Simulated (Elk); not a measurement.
An Elk run on Hf with settings drawn from a wide range, so not all are converged; totals and levels move with the basis, and no second program has checked them. The calculation used DFT, LDA (Perdew-Zunger), all-electron APW+lo, Dirac cores, scalar-relativistic bands with second-variational spin-orbit coupling (Elk 11.2.3 with local patches). Elk's input is in atomic units.

Command: `OMP_NUM_THREADS=1 elk`

```
tasks
  0
  110
  115
  10
  21

xctype
  2

rgkmax
  8

gmaxvr
  12

lmaxapw
  10

lmaxo
  7

lmaxi
  2

nrmtscf
  1.5

nempty
  8

epspot
  1e-07

epsengy
  0.0001

maxscl
  100

swidth
  0.008

stype
  3

lradstp
  4

mixtype
  3

hmaxvr
  6

nxlo
  2

tforce
  .false.

lorbcnd
  .true.

spinorb
  .true.

sppath
  './'

avec
  -3.45584179783 3.45584179783 3.45584179783
  3.45584179783 -3.45584179783 3.45584179783
  3.45584179783 3.45584179783 -3.45584179783

atoms
  1
  'Hf.in'
  1
  0.000000000000 0.000000000000 0.000000000000   0.000 0.000 0.000

ngridk
  10 10 10

wplot
  120 100 1
  -0.55 0.3

plot1d
  8 30
  0.0000000000 0.0000000000 0.0000000000
  0.5000000000 -0.5000000000 0.5000000000
  -0.0000000000 0.0000000000 0.5000000000
  0.0000000000 0.0000000000 0.0000000000
  0.2500000000 0.2500000000 0.2500000000
  0.5000000000 -0.5000000000 0.5000000000
  0.2500000000 0.2500000000 0.2500000000
  -0.0000000000 0.0000000000 0.5000000000
```

Muffin-tin radii in the species files: Hf 2.18 bohr.

The geometry is COD entry 1522789, unchecked; take it as a test cell. The listed cell was then made from it by scaling, straining or moving an atom.

What does the run give?

It refused before any iteration.
```
Error(init0): requested spin-polarised run with spin-unpolarised
 exchange-correlation functional
```
